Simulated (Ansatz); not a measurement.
BAs:
```cif
data_As2B2
_chemical_formula_sum 'B2 As2'
_space_group_name_H-M_alt 'P 1'
_space_group_IT_number 1
_cell_length_a 3.36554
_cell_length_b 3.36554
_cell_length_c 5.57530
_cell_angle_alpha 90.000
_cell_angle_beta 90.000
_cell_angle_gamma 120.000
loop_
_space_group_symop_operation_xyz
  'x, y, z'
loop_
_atom_site_label
_atom_site_type_symbol
_atom_site_fract_x
_atom_site_fract_y
_atom_site_fract_z
_atom_site_occupancy
B1 B 0.33333 0.66667 0.37458 1
B2 B 0.66667 0.33333 0.87458 1
As1 As 0.33333 0.66667 0.00042 1
As2 As 0.66667 0.33333 0.50042 1
```

Relaxed with r²SCAN. r²SCAN (plane waves, PAW; program Ansatz) gives a gap of 1.33 eV.

### Question
What gap does HSE06 give on the same cell (Ansatz, PAW)?

### Answer
1.78 eV, 0.45 eV more. The hybrid was solved on a coarser mesh and at special points; its gap is the smallest among all of these.

```json
[
 {"k": "Γ", "v1 r²SCAN": "0.00", "c1 r²SCAN": "2.43", "v1 HSE06": "0.00", "c1 HSE06": "2.99"},
 {"k": "A", "v1 r²SCAN": "-1.35", "c1 r²SCAN": "3.15", "v1 HSE06": "___", "c1 HSE06": "___"},
 {"k": "K", "v1 r²SCAN": "-4.79", "c1 r²SCAN": "1.55", "v1 HSE06": "___", "c1 HSE06": "___"},
 {"k": "H", "v1 r²SCAN": "-3.00", "c1 r²SCAN": "2.98", "v1 HSE06": "___", "c1 HSE06": "___"},
 {"k": "M", "v1 r²SCAN": "-2.19", "c1 r²SCAN": "1.33", "v1 HSE06": "-2.26", "c1 HSE06": "1.78"},
 {"k": "L", "v1 r²SCAN": "-3.52", "c1 r²SCAN": "1.98", "v1 HSE06": "___", "c1 HSE06": "___"}
]
```

### Question
Top valence (v1) and lowest conduction level (c1) in eV from each method's valence maximum (which need not be a listed point): supply the withheld HSE06 values.

### Answer

- L, v1 HSE06: -3.62
- L, c1 HSE06: 2.48
- K, v1 HSE06: -4.99
- K, c1 HSE06: 1.97
- A, v1 HSE06: -1.38
- A, c1 HSE06: 3.72
- H, v1 HSE06: -3.08
- H, c1 HSE06: 3.52

Cost on shared cores: the r²SCAN run (SCF on a 9×9×5 mesh, then bands and DOS) roughly 60 core-seconds, the HSE06 run (SCF on 7×7×4, then a few points) very roughly 4 core-minutes; the tasks are unlike.

Space group P6_3mc (wurtzite). The workflow started from a Materials Project entry (that database holds measured and hypothetical structures alike); the Crystallography Open Database copy checked does not list it. It is not the phase usual at ambient conditions (space group No. 216). The r²SCAN relaxation kept the symmetry of its start; its stability against distortions is not shown here. Scalar-relativistic: spin–orbit coupling is off unless named, which matters more the heavier the elements.

Potentials: the later of the program's two PAW sets.
